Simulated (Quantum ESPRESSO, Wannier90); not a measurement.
# Wannier functions of Ag (fcc (Cu type))

```
begin unit_cell_cart
ang
    0.0000000000    2.0521800000    2.0521800000
    2.0521800000    0.0000000000    2.0521800000
    2.0521800000    2.0521800000    0.0000000000
end unit_cell_cart
begin atoms_frac
Ag   0.0000000000  0.0000000000  0.0000000000
end atoms_frac
```

Structure: Materials Project mp-124, symmetrised, not relaxed again. This is the element's usual structure. Method: PBEsol plane waves in Quantum ESPRESSO 7.5 (PseudoDojo norm-conserving files, 66 Ry, spinors with spin-orbit coupling), Bloch states on a 10×10×10 mesh through Γ, Wannier90 4.0.1. Density: 18×18×18 mesh, cold smearing 0.01 Ry.

A tight-binding model is made by disentanglement and projection with no localisation steps (num_iter = 0), so the 18 orbitals stay atom-like: hydrogen-like Ag: s;p;d, axes along x, y, z; frozen window up to 1.50 eV relative to the Fermi level. It follows pw.x to 8.1 meV rms for states up to 1.0 eV relative to the Fermi level. Matrix elements depend on this choice of orbitals and windows.

The 30 largest hoppings ⟨m,0|H|n,R⟩ between different sites (one of each Hermitian pair; signs follow the real orbitals' lobes; the list may end inside a set of equal values):

```
m              n       R  distance of the centres (Å)  t (eV)  Im t (eV)
-------  -------  ------  ---------------------------  ------  ---------
Ag1 px↑  Ag1 py↑   0 0 1                         2.90   1.789      0.014
Ag1 px↓  Ag1 py↓   0 0 1                         2.90   1.789     -0.014
Ag1 py↑  Ag1 px↑   0 0 1                         2.90   1.789     -0.014
Ag1 py↓  Ag1 px↓   0 0 1                         2.90   1.789      0.014
Ag1 px↑  Ag1 py↑  1 -1 0                         2.90  -1.789      0.014
Ag1 px↓  Ag1 py↓  1 -1 0                         2.90  -1.789     -0.014
Ag1 py↑  Ag1 px↑  1 -1 0                         2.90  -1.789     -0.014
Ag1 py↓  Ag1 px↓  1 -1 0                         2.90  -1.789      0.014
Ag1 pz↑  Ag1 py↑  0 1 -1                         2.90  -1.789      0.000
Ag1 pz↓  Ag1 py↓  0 1 -1                         2.90  -1.789      0.000
Ag1 py↑  Ag1 pz↑  0 1 -1                         2.90  -1.789      0.000
Ag1 py↓  Ag1 pz↓  0 1 -1                         2.90  -1.789      0.000
Ag1 pz↑  Ag1 px↑   0 1 0                         2.90   1.789      0.000
Ag1 pz↓  Ag1 px↓   0 1 0                         2.90   1.789      0.000
Ag1 px↑  Ag1 pz↑   0 1 0                         2.90   1.789      0.000
Ag1 px↓  Ag1 pz↓   0 1 0                         2.90   1.789      0.000
Ag1 pz↑  Ag1 px↑  1 0 -1                         2.90  -1.789      0.000
Ag1 pz↓  Ag1 px↓  1 0 -1                         2.90  -1.789      0.000
Ag1 px↑  Ag1 pz↑  1 0 -1                         2.90  -1.789      0.000
Ag1 px↓  Ag1 pz↓  1 0 -1                         2.90  -1.789      0.000
Ag1 pz↑  Ag1 py↑   1 0 0                         2.90   1.789      0.000
Ag1 pz↓  Ag1 py↓   1 0 0                         2.90   1.789      0.000
Ag1 py↑  Ag1 pz↑   1 0 0                         2.90   1.789      0.000
Ag1 py↓  Ag1 pz↓   1 0 0                         2.90   1.789      0.000
Ag1 px↑  Ag1 px↑   0 0 1                         2.90   1.233      0.000
Ag1 px↓  Ag1 px↓   0 0 1                         2.90   1.233      0.000
Ag1 py↑  Ag1 py↑   0 0 1                         2.90   1.233      0.000
Ag1 py↓  Ag1 py↓   0 0 1                         2.90   1.233      0.000
Ag1 pz↑  Ag1 pz↑  0 1 -1                         2.90   1.233      0.000
Ag1 pz↓  Ag1 pz↓  0 1 -1                         2.90   1.233      0.000
```
